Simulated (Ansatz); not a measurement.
A relaxation computed with Ansatz, from input to last step.

```yaml
crystal:
  lattice:
    - [-5.67244317, 3.78162878, 1.89081439]
    - [5.67244317, 3.78162878, -1.89081439]
    - [-1.89081439, -3.78162878, -5.67244317]
  atoms:
    - { symbol: Al, position: [0.1030615181, 0.699852462, 0.8085482741] }
    - { symbol: Al, position: [0.1550993104, 0.051890995, 0.7024384213] }
    - { symbol: Al, position: [0.2561288909, 0.7491183391, 0.5026826718] }
    - { symbol: Al, position: [0.5976737172, 0.2030398965, 0.8031613765] }
    - { symbol: Al, position: [0.6489305288, 0.5505412799, 0.6942749814] }
    - { symbol: Al, position: [0.7994237744, 0.5985370533, 0.4000835536] }
    - { symbol: Al, position: [0.9441954013, 0.6500431069, 0.0970162049] }
    - { symbol: V, position: [0.3001495179, 0.0978066507, 0.4004144025] }
    - { symbol: V, position: [0.0013085075, 0.9961701733, 0.9964385168] }
    - { symbol: V, position: [0.8523137247, 0.9575068951, 0.3006552236] }
    - { symbol: Cr, position: [0.7437700206, 0.2531497254, 0.4979696917], spin: 3.0 }
    - { symbol: Fe, position: [0.0495780233, 0.3479562619, 0.8995981812], spin: 4.0 }
    - { symbol: Fe, position: [0.5440812669, 0.8435526001, 0.8959225382], spin: 4.0 }
    - { symbol: Fe, position: [0.1999562698, 0.3980601801, 0.594840523], spin: 4.0 }
    - { symbol: Fe, position: [0.6940295805, 0.9001375411, 0.5992409693], spin: 4.0 }
    - { symbol: Fe, position: [0.3476104131, 0.449926721, 0.2959909868], spin: 4.0 }
    - { symbol: Fe, position: [0.3975569295, 0.8024793247, 0.2004223408], spin: 4.0 }
    - { symbol: Fe, position: [0.4482091402, 0.1449790172, 0.0943012753], spin: 4.0 }
    - { symbol: Fe, position: [0.4988324337, 0.4967350594, 0.9974851776], spin: 4.0 }
    - { symbol: Fe, position: [0.9015265675, 0.3045197361, 0.2019385128], spin: 4.0 }
  symmetry: { detect: false }
basis:
  ecutwfc: 420
kpoints:
  mp_grid: { grid: [2, 2, 2], shift: [0.5, 0.5, 0.5] }
hamiltonian:
  xc: pbe
scf:
  occupations: { method: gaussian, width: 0.1 }
  lower_state_search: "off"
output:
  forces: true
  stress: true
  eigenvalues: true
  populations: true
magnetization:
  spin_polarized: true
relax:
  adjacent_minimum: "off"
  f_tol: 0.04
  max_steps: 50
  cell: { stress_tol: 0.3 }
```

```bash
ansatz run input.yaml --threads 4 --pin off --max-ram 9216MiB --backend cpu --events-out ev --progress --plain --runs-dir out
```

Theory: DFT PBE, scalar-relativistic, plane waves, PAW in Ansatz.

Of 13 frames 9 are shown, positions in Å and forces in eV/Å; the SCF threshold varies from step to step. Steps run on the plane waves of an earlier cell, with a Pulay correction in the pressure. The basis is chosen afresh for the last frame, the zero of the energies, and at times for earlier ones too; energy and pressure can step there, also at an unchanged geometry. Here that happened at step 10 (-3 meV/atom, 0.6 GPa); frames between the last choice of the basis and such a step carry an error that grows, as the cell changes, to that size.

```xyz
20
Lattice="-5.6724 3.7816 1.8908 5.6724 3.7816 -1.8908 -1.8908 -3.7816 -5.6724" Properties=species:S:1:pos:R:3:forces:R:3 pbc="T T T" step=1 free_energy_over_end_meV_per_atom=165.11 pressure_GPa=-6.47
Al    1.8564   -0.0213   -5.7149   -1.2269   -0.0350    0.1555
Al   -1.9136   -1.8736   -3.7894    1.1213    0.1781   -0.8313
Al    1.8460    1.9005   -3.7836   -1.0262    0.0710    0.9109
Al   -3.7572   -0.0093   -3.8097   -1.3106    0.0752    0.0093
Al   -1.8709    1.9105   -3.7522    1.0895   -0.3610   -0.2900
Al   -1.8960    3.7736   -1.8896    0.7967   -0.8586    0.7627
Al   -1.8520    5.6619    0.0059   -0.6004    0.0032   -0.1099
V    -1.9049   -0.0093   -1.8887    0.0084    0.5689    0.1462
V     3.7592    0.0039   -7.5333    0.7972    0.5361   -0.6060
V     0.0282    5.7071   -1.9043    0.7436   -0.3490   -0.2724
Cr   -3.7246    1.8868   -1.8970   -0.0396   -0.0622    0.2304
Fe   -0.0084   -1.8986   -5.6671    0.1691    0.0103    0.1216
Fe    0.0047    1.8595   -5.6483   -0.2597    0.0354   -0.0925
Fe   -0.0010    0.0120   -3.7488    0.0727    0.0084   -0.1754
Fe    0.0361    3.7624   -3.7889   -0.2149    0.3594    0.0741
Fe    0.0207    1.8967   -1.8725   -0.0908    0.0129   -0.1046
Fe    1.9179    3.7802   -1.9025    0.0667   -0.2311    0.0903
Fe   -1.8984    1.8866    0.0384   -0.1904    0.0159   -0.0967
Fe   -1.8980   -0.0073   -5.6542   -0.0101    0.0904   -0.0626
Fe   -3.7683    3.7972   -0.0167    0.1046   -0.0684    0.1406
20
Lattice="-5.5370 3.7168 1.8742 5.5578 3.7426 -1.8633 -1.8661 -3.7431 -5.6312" Properties=species:S:1:pos:R:3:forces:R:3 pbc="T T T" step=2 free_energy_over_end_meV_per_atom=111.07 pressure_GPa=-1.75
Al    1.7563   -0.0215   -5.6435   -0.5155    0.1707   -0.0421
Al   -1.8127   -1.8431   -3.8026    0.4193    0.1236   -0.2242
Al    1.7376    1.8788   -3.6853   -0.3975   -0.0085    0.2886
Al   -3.7845   -0.0245   -3.7722   -0.5790   -0.1045   -0.1006
Al   -1.7640    1.8518   -3.7577    0.5249   -0.1683   -0.2215
Al   -1.7822    3.6463   -1.8125    0.3329   -0.2148    0.2676
Al   -1.8301    5.5948   -0.0067   -0.2521    0.0223   -0.1031
V    -1.8645    0.0127   -1.8808    0.1629    0.1075   -0.0304
V     3.7268    0.0427   -7.5220    0.4704    0.2586   -0.1381
V     0.1017    5.5962   -1.9013    0.3785   -0.1776    0.0972
Cr   -3.6309    1.8407   -1.8762   -0.3173   -0.2419    0.1736
Fe   -0.0027   -1.8673   -5.6216   -0.0837    0.1797    0.0430
Fe   -0.0265    1.8334   -5.6055   -0.0690   -0.0646   -0.2107
Fe    0.0099   -0.0050   -3.7277    0.1891    0.0118    0.0363
Fe    0.0100    3.7481   -3.7370    0.1308    0.3181    0.0979
Fe    0.0163    1.8651   -1.8500    0.0538   -0.1396   -0.0058
Fe    1.8749    3.7130   -1.8681   -0.1752    0.0133    0.0056
Fe   -1.8654    1.8434    0.0493   -0.2024   -0.0482    0.1326
Fe   -1.8727   -0.0124   -5.6018    0.1168    0.0000    0.0488
Fe   -3.6678    3.7251   -0.0104   -0.1877   -0.0376   -0.1147
20
Lattice="-5.0117 3.7768 1.9927 5.0589 3.8180 -1.9336 -1.7027 -3.8536 -5.9211" Properties=species:S:1:pos:R:3:forces:R:3 pbc="T T T" step=4 free_energy_over_end_meV_per_atom=60.98 pressure_GPa=1.98
Al    1.5297   -0.0183   -5.9672    0.3006   -0.0425    0.0191
Al   -1.5695   -1.8610   -3.9539   -0.1798    0.0043    0.1336
Al    1.4731    1.9216   -3.8772    0.0004   -0.0237   -0.0813
Al   -3.6148   -0.0677   -4.0046    0.2920    0.0982    0.1376
Al   -1.4379    1.8272   -3.9350   -0.2335    0.0593    0.3450
Al   -1.5303    3.6334   -1.8071   -0.0611    0.1729   -0.2006
Al   -1.6849    5.7198    0.0075    0.2218   -0.1155    0.1650
V    -1.6530    0.0065   -1.9694   -0.1333    0.0018   -0.0002
V     3.5857    0.0854   -7.8215   -0.2114   -0.3237    0.0469
V     0.2384    5.6518   -1.8444    0.0418    0.1058   -0.2699
Cr   -3.3711    1.7900   -2.0248   -0.0016    0.3234    0.0463
Fe   -0.0561   -1.8363   -5.9451   -0.0559   -0.4989    0.0662
Fe   -0.0795    1.8004   -5.9384   -0.2627    0.2981    0.0938
Fe    0.1189   -0.1018   -3.8991    0.0845    0.0496   -0.2160
Fe    0.0694    3.9156   -3.8349    0.0483   -0.3038   -0.2608
Fe    0.0417    1.8079   -1.8654   -0.2220    0.0913   -0.2066
Fe    1.6187    3.7438   -1.9818    0.0076   -0.0153    0.2226
Fe   -1.7462    1.8588    0.0866    0.2401    0.0284   -0.1533
Fe   -1.6679   -0.0910   -5.7756   -0.0386    0.1565   -0.2756
Fe   -3.3961    3.7794   -0.0800    0.1630   -0.0664    0.3882
20
Lattice="-4.7476 3.9376 1.9718 4.7615 3.9361 -1.9271 -1.6499 -3.9739 -6.0450" Properties=species:S:1:pos:R:3:forces:R:3 pbc="T T T" step=5 free_energy_over_end_meV_per_atom=37.14 pressure_GPa=1.65
Al    1.3756   -0.0044   -6.0925    0.2360    0.0177    0.2025
Al   -1.5004   -1.8946   -4.0296   -0.2038   -0.1425    0.0834
Al    1.3107    1.9981   -3.9461    0.4227   -0.0727   -0.0336
Al   -3.4724   -0.0359   -4.1093    0.8171    0.0671    0.0115
Al   -1.3784    1.8973   -3.9853   -0.5173    0.0466    0.0885
Al   -1.4578    3.7961   -1.8716   -0.1429    0.1544   -0.2551
Al   -1.6167    5.9334   -0.0051    0.1803   -0.0838    0.0667
V    -1.5934    0.0189   -2.0128   -0.1037   -0.0881    0.0114
V     3.3609    0.0623   -7.9049   -0.9076   -0.2600   -0.1929
V     0.2247    5.8732   -1.8814   -0.2390    0.1483   -0.8577
Cr   -3.2354    1.8934   -2.1389    0.1191    0.1766    0.5787
Fe   -0.1124   -1.9299   -6.0695   -0.0994   -0.3539    0.1469
Fe   -0.1730    1.9092   -6.0883    0.0195    0.1436    0.4353
Fe    0.1079   -0.1125   -3.9921    0.0120    0.3555   -0.0890
Fe    0.0206    4.0747   -3.9379   -0.0912   -0.3499   -0.1240
Fe   -0.0161    1.8504   -1.8871   -0.2302    0.2011   -0.1975
Fe    1.4724    3.8588   -2.0037    0.1192    0.0944    0.1019
Fe   -1.6361    1.9529    0.0462    0.2927   -0.0209   -0.0998
Fe   -1.6162   -0.0698   -5.9135    0.1002    0.1491   -0.1466
Fe   -3.2326    3.9374   -0.0987    0.2163   -0.1830    0.2693
20
Lattice="-4.4821 4.0770 2.0229 4.4714 4.0452 -1.9914 -1.5296 -4.0820 -6.1653" Properties=species:S:1:pos:R:3:forces:R:3 pbc="T T T" step=6 free_energy_over_end_meV_per_atom=8.91 pressure_GPa=0.69
Al    1.2937   -0.0112   -6.1602   -0.0252    0.0261    0.1365
Al   -1.4214   -1.9755   -4.1284    0.1214   -0.1915   -0.1988
Al    1.3199    2.0559   -4.0473   -0.1146    0.0543   -0.0649
Al   -3.1546   -0.0063   -4.1663   -0.0130   -0.0278    0.0841
Al   -1.3895    1.9859   -4.0630    0.1104    0.2267    0.0215
Al   -1.4033    3.9564   -1.9457   -0.0427   -0.1575   -0.1542
Al   -1.5291    6.0834    0.0045   -0.0385   -0.0654    0.0717
V    -1.4828    0.0425   -2.0483    0.0872   -0.0105    0.0565
V     3.0359    0.0261   -8.1363    0.0875    0.0242   -0.1262
V     0.1503    6.0613   -1.9950    0.1486    0.0980   -0.3754
Cr   -3.0613    1.9820   -2.1162   -0.0161   -0.0724    0.5349
Fe   -0.1059   -2.0566   -6.1830    0.1912    0.0438   -0.0345
Fe   -0.1573    2.0293   -6.1881    0.0900    0.0165    0.1410
Fe    0.0717   -0.0466   -4.0521   -0.0725   -0.0940   -0.0011
Fe   -0.0126    4.1411   -4.0664   -0.1880    0.1344   -0.0327
Fe   -0.0110    1.9616   -1.9877   -0.0035    0.0348    0.1305
Fe    1.4865    4.0191   -2.0636   -0.4072   -0.0058   -0.0107
Fe   -1.5018    2.0544    0.0384    0.0915   -0.0990   -0.2750
Fe   -1.4699   -0.0517   -6.0992    0.1810    0.0468    0.0700
Fe   -3.0317    4.0369   -0.0302   -0.1876    0.0181    0.0269
20
Lattice="-4.4227 4.1044 2.0278 4.4296 4.1003 -1.9989 -1.5256 -4.1258 -6.1950" Properties=species:S:1:pos:R:3:forces:R:3 pbc="T T T" step=8 free_energy_over_end_meV_per_atom=4.15 pressure_GPa=-0.14
Al    1.2816    0.0316   -6.1716   -0.0546   -0.0576   -0.0132
Al   -1.4017   -2.0234   -4.2156    0.0293    0.0226    0.0185
Al    1.2872    2.0812   -4.0852    0.0453    0.0130    0.0116
Al   -3.0957   -0.0298   -4.1732   -0.0104    0.0183   -0.0286
Al   -1.3984    2.0507   -4.0648   -0.0264   -0.0323   -0.0063
Al   -1.3850    3.9819   -1.9716    0.0273   -0.0097    0.0072
Al   -1.4982    6.1302   -0.0079    0.0006    0.0384   -0.0132
V    -1.4744    0.0254   -2.0478    0.0708    0.0469    0.0338
V     3.0122    0.0436   -8.1969   -0.0303   -0.0311   -0.0081
V     0.1359    6.1366   -2.0378    0.0981   -0.0386   -0.0676
Cr   -3.0063    1.9780   -2.0386   -0.0564    0.0682   -0.0453
Fe   -0.0139   -2.0632   -6.2086   -0.0569   -0.0388    0.0027
Fe   -0.1600    2.0567   -6.2163   -0.0045    0.0796    0.0628
Fe    0.0171   -0.0370   -4.0587   -0.0058   -0.0095   -0.0161
Fe   -0.0365    4.1845   -4.0940    0.0012    0.0100   -0.0557
Fe    0.0050    1.9794   -1.9683   -0.0003   -0.0183   -0.0585
Fe    1.4260    4.0662   -2.0638   -0.0066   -0.0802    0.0466
Fe   -1.4784    2.0547    0.0040    0.0478   -0.0022   -0.0142
Fe   -1.4312   -0.0652   -6.1359    0.0118   -0.0026    0.0167
Fe   -2.9913    4.0642   -0.0399   -0.0801    0.0239    0.1270
20
Lattice="-4.4065 4.1058 2.0289 4.4161 4.1032 -1.9948 -1.5266 -4.1325 -6.2068" Properties=species:S:1:pos:R:3:forces:R:3 pbc="T T T" step=9 free_energy_over_end_meV_per_atom=3.76 pressure_GPa=-0.01
Al    1.2629    0.0156   -6.1765    0.0085    0.0099    0.0024
Al   -1.4057   -2.0285   -4.2167    0.0079   -0.0046   -0.0081
Al    1.2904    2.0839   -4.0869   -0.0149    0.0038   -0.0020
Al   -3.0855   -0.0261   -4.1830   -0.0011   -0.0033    0.0079
Al   -1.3968    2.0473   -4.0736    0.0036   -0.0032   -0.0022
Al   -1.3804    3.9837   -1.9701    0.0051    0.0005    0.0007
Al   -1.4887    6.1326   -0.0093   -0.0086   -0.0099    0.0166
V    -1.4658    0.0317   -2.0495   -0.0004   -0.0103    0.0062
V     2.9909    0.0348   -8.2015   -0.0013    0.0133   -0.0002
V     0.1513    6.1313   -2.0403   -0.0028   -0.0066   -0.0172
Cr   -3.0061    1.9867   -2.0518    0.0059   -0.0025    0.0204
Fe   -0.0366   -2.0759   -6.2219   -0.0010    0.0031   -0.0134
Fe   -0.1514    2.0616   -6.2146    0.0013   -0.0118   -0.0106
Fe    0.0146   -0.0405   -4.0616   -0.0169    0.0023    0.0073
Fe   -0.0375    4.1859   -4.1022    0.0019   -0.0032   -0.0052
Fe    0.0005    1.9789   -1.9800   -0.0015   -0.0054    0.0002
Fe    1.4239    4.0579   -2.0613   -0.0013    0.0028   -0.0144
Fe   -1.4671    2.0557    0.0010    0.0073    0.0148    0.0019
Fe   -1.4297   -0.0660   -6.1437   -0.0050   -0.0082    0.0087
Fe   -2.9879    4.0654   -0.0249    0.0134    0.0187    0.0010
20
Lattice="-4.4065 4.1058 2.0289 4.4161 4.1032 -1.9948 -1.5266 -4.1325 -6.2068" Properties=species:S:1:pos:R:3:forces:R:3 pbc="T T T" step=10 free_energy_over_end_meV_per_atom=0.42 pressure_GPa=0.59
Al    1.2629    0.0156   -6.1765    0.0065    0.0089    0.0024
Al   -1.4057   -2.0285   -4.2167    0.0091   -0.0039   -0.0061
Al    1.2904    2.0839   -4.0869   -0.0166    0.0026    0.0005
Al   -3.0855   -0.0261   -4.1830   -0.0023   -0.0035    0.0073
Al   -1.3968    2.0473   -4.0736    0.0056   -0.0046   -0.0061
Al   -1.3804    3.9837   -1.9701    0.0066    0.0017    0.0009
Al   -1.4887    6.1326   -0.0093   -0.0097   -0.0090    0.0168
V    -1.4658    0.0317   -2.0495    0.0007   -0.0100    0.0077
V     2.9909    0.0348   -8.2015    0.0008    0.0108   -0.0014
V     0.1513    6.1313   -2.0403   -0.0002   -0.0074   -0.0152
Cr   -3.0061    1.9867   -2.0518    0.0047   -0.0012    0.0229
Fe   -0.0366   -2.0759   -6.2219   -0.0018    0.0027   -0.0149
Fe   -0.1514    2.0616   -6.2146    0.0003   -0.0105   -0.0137
Fe    0.0146   -0.0405   -4.0616   -0.0166    0.0024    0.0088
Fe   -0.0375    4.1859   -4.1022    0.0016   -0.0002   -0.0080
Fe    0.0005    1.9789   -1.9800   -0.0012   -0.0061    0.0005
Fe    1.4239    4.0579   -2.0613   -0.0019    0.0039   -0.0121
Fe   -1.4671    2.0557    0.0010    0.0070    0.0133    0.0030
Fe   -1.4297   -0.0660   -6.1437   -0.0045   -0.0070    0.0053
Fe   -2.9879    4.0654   -0.0249    0.0120    0.0171    0.0014
20
Lattice="-4.3749 4.1302 2.0439 4.3842 4.1241 -2.0038 -1.5155 -4.1595 -6.2446" Properties=species:S:1:pos:R:3:forces:R:3 pbc="T T T" step=13 free_energy_over_end_meV_per_atom=0.00 pressure_GPa=0.00
Al    1.2556    0.0136   -6.2067    0.0005    0.0033   -0.0001
Al   -1.3966   -2.0442   -4.2497    0.0003   -0.0007   -0.0015
Al    1.2844    2.0915   -4.1123   -0.0025    0.0013    0.0005
Al   -3.0581   -0.0288   -4.2013    0.0015   -0.0006    0.0013
Al   -1.3922    2.0579   -4.0941   -0.0021    0.0030   -0.0007
Al   -1.3688    4.0022   -1.9800   -0.0052   -0.0135    0.0002
Al   -1.4789    6.1655   -0.0038   -0.0007   -0.0007    0.0016
V    -1.4570    0.0327   -2.0568    0.0036    0.0106   -0.0071
V     2.9672    0.0315   -8.2498   -0.0023   -0.0090    0.0010
V     0.1445    6.1633   -2.0507   -0.0032    0.0006    0.0038
Cr   -2.9843    1.9951   -2.0541    0.0054   -0.0050    0.0008
Fe   -0.0299   -2.0920   -6.2593    0.0017    0.0012   -0.0052
Fe   -0.1512    2.0693   -6.2519    0.0006   -0.0054   -0.0023
Fe    0.0084   -0.0421   -4.0796   -0.0018    0.0032   -0.0008
Fe   -0.0415    4.2046   -4.1240   -0.0007    0.0032    0.0015
Fe    0.0049    1.9868   -1.9900   -0.0014   -0.0048    0.0009
Fe    1.4139    4.0828   -2.0699    0.0028   -0.0011    0.0007
Fe   -1.4555    2.0674   -0.0020    0.0015    0.0001    0.0030
Fe   -1.4198   -0.0737   -6.1795   -0.0011    0.0081    0.0025
Fe   -2.9630    4.0861   -0.0209    0.0032    0.0062   -0.0005
```

The run took 4.3 min on 4 threads of Intel(R) Xeon(R) 6975P-C (Granite Rapids), with other jobs on the host, peak memory 1.8 GiB.

The state reached may not be the lowest one. The k mesh is coarse. Only parallel moments were tried here.